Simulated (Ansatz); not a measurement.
## Sensitivity of the gradients in LiTiH₆O₂F₆ to the input

Cell: a computed structure from the Materials Project (it need not be an observed phase), atoms as given.

```yaml
crystal:
  lattice:
    - [5.06757, -3.01890, 0.00000]
    - [5.06757, 3.01890, 0.00000]
    - [-0.06609, 0.00000, 5.64683]
  atoms:
    - { symbol: Li, position: [0.96137, 0.03863, 0.50000] }
    - { symbol: Ti, position: [0.98905, 0.01095, 0.00000] }
    - { symbol: H, position: [0.15923, 0.33349, 0.27347] }
    - { symbol: H, position: [0.49207, 0.19485, 0.27467] }
    - { symbol: H, position: [0.47454, 0.69467, 0.72954] }
    - { symbol: H, position: [0.30533, 0.52546, 0.27046] }
    - { symbol: H, position: [0.66651, 0.84077, 0.72653] }
    - { symbol: H, position: [0.80515, 0.50793, 0.72533] }
    - { symbol: O, position: [0.31934, 0.35201, 0.31802] }
    - { symbol: O, position: [0.64799, 0.68066, 0.68198] }
    - { symbol: F, position: [0.25986, 0.78834, 0.22543] }
    - { symbol: F, position: [0.93925, 0.28807, 0.23470] }
    - { symbol: F, position: [0.01844, 0.24744, 0.76151] }
    - { symbol: F, position: [0.75256, 0.98156, 0.23849] }
    - { symbol: F, position: [0.21166, 0.74014, 0.77457] }
    - { symbol: F, position: [0.71193, 0.06075, 0.76530] }
```

Atom numbers follow the list; atoms alike are taken as one site, whose name carries the number of the first.

Reference run. The numbers come from a DFT calculation in Ansatz (PBE, plane waves and PAW, scalar-relativistic, collinear spin, 420 eV cutoff, Γ-centred 5×5×4 k-points, Fermi–Dirac smearing 0.02 eV). Start moments as typed (μB): 1 on each Ti, none on the rest.

Question: The input is changed as follows: `basis.xc_grid`: not typed → 1; `hamiltonian.hubbard`: not typed → {sites: [{species: Ti, l: d, u_eff: 4.0}], double_counting: fll}. What happens to V_zz (10²¹ V/m²) and η?

Answer: 

| site | atom | V_zz reference | η reference | V_zz changed | η changed |
| --- | --- | --- | --- | --- | --- |
| Li | 1 | 0.088 | 0.69 | 0.084 | 0.70 |
| Ti | 2 | -10.70 | 0.99 | 11.26 | 0.95 |
| H3 | 3 | 2.03 | 0.21 | 2.02 | 0.21 |
| H4 | 4 | 2.05 | 0.20 | 2.04 | 0.20 |
| H5 | 5 | 2.14 | 0.20 | 2.13 | 0.20 |
| O | 9 | -14.53 | 0.01 | -14.48 | 0.01 |
| F11 | 11 | 5.41 | 0.71 | 5.53 | 0.64 |
| F12 | 12 | 4.99 | 0.63 | 4.99 | 0.56 |
| F13 | 13 | 5.88 | 0.83 | 5.77 | 0.76 |

The largest change of V_zz along a kept axis is on F11, from 5.41 to 5.53. The whole tensor moves most on Ti, by 0.58 along its most changed direction. In per cent, |V_zz| changes by 0 on H, 0 on O, -2 to +2 on F (all sites that start above 0.5, bar those whose gradient vanishes or changes sign or whose main axis turns by over 40°). On Ti the largest principal value lies along another axis in the second run, so the two V_zz can't be compared directly. SCF iterations: 17 and 29.

On the reference run: With these PAW files V_zz is typically within 2 to 3 % of all-electron values, but misses above 10 % occur on Li. With a gap of 0.3 eV on this mesh, small gradients can still move by 0.1 × 10²¹ V/m² or more as the k-mesh gets denser. All moments are parallel here, as the start or the cell imposes; many such compounds order antiparallel, where fields and spin densities carried over to other atoms largely cancel. The magnetic order is the one that the run reached from its start moments, not necessarily the measured one.
